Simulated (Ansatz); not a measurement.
input.yaml (Ansatz)

```yaml
crystal:
  lattice:
    - [2.4117807917, 0.0, 0.0]
    - [-1.2058903959, 2.088663434, 0.0]
    - [0.0, 0.0, 8.5938500403]
  atoms:
    - { symbol: Cr, position: [1.0, 1.0, 0.0], spin: 1.5 }
    - { symbol: Cr, position: [1.0, 0.0, 0.5], spin: 1.5 }
    - { symbol: Cr, position: [0.3333333333, 0.6666666667, 0.25], spin: 1.5 }
    - { symbol: Cr, position: [0.6666666667, 0.3333333333, 0.75], spin: 1.5 }
hamiltonian:
  xc: blyp
  pseudopotentials:
    kind: paw
    azcp:
      Cr: "pseudopotentials/Cr.paw.azcp"
basis:
  ecutwfc: 420
  fft_grid_basis: typed
kpoints:
  mp_grid: { grid: [16, 16, 4], shift: [0, 0, 0] }
magnetization:
  spin_polarized: true
scf:
  occupations: { method: fermi_dirac, width: 0.05 }
  lower_state_search: "off"
output:
  stress: true
```

Output

```
Engine: ansatz 0.2.0, x86_64-unknown-linux-gnu
Pseudopotentials: kind: paw
Pseudopotential: Cr, paw, valence charge 14, recommended cutoff 420 eV (normal) 
Functional definition: BLYP
  parameter beta = 0.0042
  parameter a = 0.04918
  parameter b = 0.132
  parameter c = 0.2533
  parameter d = 0.349
  exchange = b88_x(beta = beta)
  correlation = lyp_c(a = a, b = b, c = c, d = d)
Crystal: 4 atoms, lattice volume = 43.291 Å³
Basis set: ecut = 420 eV, 815 PW (Γ), exchange–correlation on 36×36×120 points (8 copies of the dense FFT grid, shifted against one another)
Bands: 38, of which v1, the nominal top of the filled ones, is band 28 counted from 1 (27 counted from 0)
Symmetry: 24 space group operations
Space group: P63/mmc (ITA 194), of the structure as read, at distance tolerance 3.5e-5 Å
Magnetic group: BNS 194.263 (UNI 1493), of the structure as read, at distance tolerance 3.5e-5 Å
k-points: 90 of 1024
Non-local potential: Cr, projectors of the file, l = 0: 3, l = 1: 2, l = 2: 3, l = 3: 1
PAW form: soft (Blöchl's): semilocal exchange-correlation on the pseudo side does not see the compensation charge
PAW frozen core: Cr, regenerated for the run's functional, and the local potential with it (the file was generated under x = pbe(κ = 0.804, μ = 0.2195149727645171), c = pbe(β = 0.06672455060314922))
PAW one-centre angular grid: Cr, 590 points (default); XC on 64 Gauss nodes
Initial density: superposition of atomic densities (chi_scale 0.1, normalization cell)
Starting moments: Σ|m| = 6 μB on 4 of 4 sites
Initial wavefunctions: pseudopotential atomic-orbital guess
Functional: x = b88, c = lyp
SCF iter   1: F=—  HF=-13539.608217 eV  |F-HF|=—  |Δ(HF+E_count)|=         —  Δρ=1.94e-1 (↑1.94e-1 ↓5.25e-2)  dr2=1.47e1  dr2_m=3.73e0  M=2.573 μB ∫|m|=2.575 μB  β_m=0.30  ethr=3.10e-3  ⟨swp⟩=3.6  Hψ=20720  notcnv=0  defer=1
SCF iter   2: F=—  HF=-13536.845757 eV  |F-HF|=—  |Δ(HF+E_count)|=    2.76e0  Δρ=1.18e-1 (↑1.18e-1 ↓4.29e-2)  dr2=4.30e0  dr2_m=1.92e0  M=2.450 μB ∫|m|=2.453 μB  β_m=0.30  ethr=3.10e-3  ⟨swp⟩=2.0  Hψ=13441  notcnv=0  defer=349
SCF iter   3: F=—  HF=-13535.901200 eV  |F-HF|=—  |Δ(HF+E_count)|=   9.45e-1  Δρ=5.44e-2 (↑4.70e-2 ↓5.44e-2)  dr2=1.35e-1  dr2_m=9.35e-1  M=2.394 μB ∫|m|=2.396 μB  β_m=0.30  ethr=3.10e-3  ⟨swp⟩=2.6  Hψ=12735  notcnv=0  defer=349
...
iter 21 did not close the SCF: its close was put off for a magnetic moment that had not settled (scf_convergence_deferred on its scf_iter line)
SCF iter  21: F=-13536.282794 eV  HF=-13536.282794 eV  |F-HF|=5.54e-9  |Δ(HF+E_count)|=   1.84e-9  Δρ=3.05e-6 (↑3.05e-6 ↓2.00e-6)  dr2=7.82e-9  dr2_m=9.64e-10  M=-0.000 μB ∫|m|=0.000 μB  β_m=0.85  ethr=1.79e-10  ⟨swp⟩=5.4  Hψ=22618  notcnv=0
iter 22 did not close the SCF: its close was put off for a magnetic moment that had not settled (scf_convergence_deferred on its scf_iter line)
SCF iter  22: F=-13536.282794 eV  HF=-13536.282794 eV  |F-HF|=9.40e-10  |Δ(HF+E_count)|=   1.66e-9  Δρ=8.13e-7 (↑7.84e-7 ↓8.13e-7)  dr2=1.11e-9  dr2_m=9.59e-11  M=0.000 μB ∫|m|=0.000 μB  β_m=0.92  ethr=1.40e-11  ⟨swp⟩=1.0  Hψ=15885  notcnv=0
SCF iter  23: F=-13536.282794 eV  HF=-13536.282794 eV  |F-HF|=1.46e-11  |Δ(HF+E_count)|=  1.73e-10  Δρ=2.11e-7 (↑2.11e-7 ↓1.37e-7)  dr2=1.91e-11  dr2_m=3.80e-12  M=0.000 μB ∫|m|=0.000 μB  ethr=1.99e-12  ⟨swp⟩=1.0  Hψ=15462  notcnv=0
WARN: the starting moments were not kept: the SCF closed with an absolute magnetisation of 3.6e-6 μB, where they sum to 6 μB in size (4 sites). That is at most 0.1 of that sum. Measured as dr2_m measures the in/out step, that magnetisation stands 2.9e-12 eV from none, at or under the dr2_threshold of 1.0e-7 eV: it is no larger than a step whose dr2_m would equal this threshold. The system may hold no moment; this SCF shows only that its start led to no more than that. To try another start: raise the starting moments (crystal.atoms[].spin, magnetization.per_species, magnetization.initial_magnetization, or on a non-collinear deck that types none of these the spinor_matrix: blocks that start its atoms; where the total moment is fixed, keep their sum and leave initial_magnetization as it is; typed ones take the place of any that the run laid by itself, positive ones on a crystal's lanthanoids without a Hubbard term where scf.initial_density.shell_occupations: [] is typed) or, if the notice of its spin-set hold's release reads "site moments contracting" or "site moments show no strong build", lengthen the hold (scf.mixing.spin_hold: { on: { confirm: 4 } }; for m-r²SCAN on two components see the key's manual first). Each may lead to a state that holds a moment. A second SCF, from the converged charge density, with the starting moments and any scf.initial_density.shell_occupations laid on it anew, would have followed, and was not run: the deck does not ask for one (magnetization.retry_lost_moments is false, the default). To let it run, set magnetization.retry_lost_moments: true and run the deck again, where that key's refused combinations let it; where memory then withholds it, that run's warning says so.
SCF 1 converged in 23 iterations: F = -13536.282794 eV  dr2 = 1.91e-11
SCF converged after 23 iterations
Magnetization: 0.0000 μB (28.0000 up, 28.0000 down)
Absolute magnetization: 0.0000 μB (∫|ρ↑−ρ↓|, with the PAW one-centre terms)
Spin contamination: 0.0000 ħ² per cell (⟨S²⟩ above its minimum at these occupations)
Per-site moments (μB) at R_I (Å): [(3.0691194729910164e-7, 0.9948595765830265), (3.0691194716743354e-7, 0.9948595765830265), (9.238501110909695e-7, 0.9948595765830265), (9.238501111915875e-7, 0.9948595765830265)]
Free energy (F): -13536.282794 eV
Harris-Foulkes:  -13536.282794 eV  (|F-HF|=1.46e-11)
Internal energy: -13536.236952 eV  (E = F + TS)
E sigma→0 (E₀):  -13536.259873 eV
Entropy (-TS):   -0.045842 eV (-11.461 meV/atom)
Fermi energy:    21.254863 eV
--- Per-component energies (eV) ---
  E_band       = -458.140284
  E_kinetic    = 1388.845915
  E_local      = -4519.264163  (includes V_loc(G=0)·N_el)
  E_nonlocal   = 322.752281
  E_hartree    = 2011.927113
  E_xc         = -555.774532
  E_vxc        = -707.665302  (∫ρ·V_xc dr)
  E_paw        = -4822.867959  (= ΣΔE_a)
  E_vpaw       = -966.664859  (= ΣTr[D̂ρ^β])
  E_aug_tail   = 0.001561  (compensation charges beyond the density's cutoff)
  E_ewald      = -7361.916331
  E_core_change = 0.059161  (= ΣΔE_core)
  E_smearing   = -0.045842  (= −TS)
  E_closure    = 0.000000  (closes the sum)
  Σ components = -13536.282794   (vs F -13536.282794, Δ=0.00e0)
--- Stress (GPa, compression-positive) ---
       37.490894       0.000000       0.000000
        0.000000      37.490894       0.000000
        0.000000       0.000000      33.089827
  P = ⅓ Tr σ = 36.0239 GPa (360.239 kbar)
```
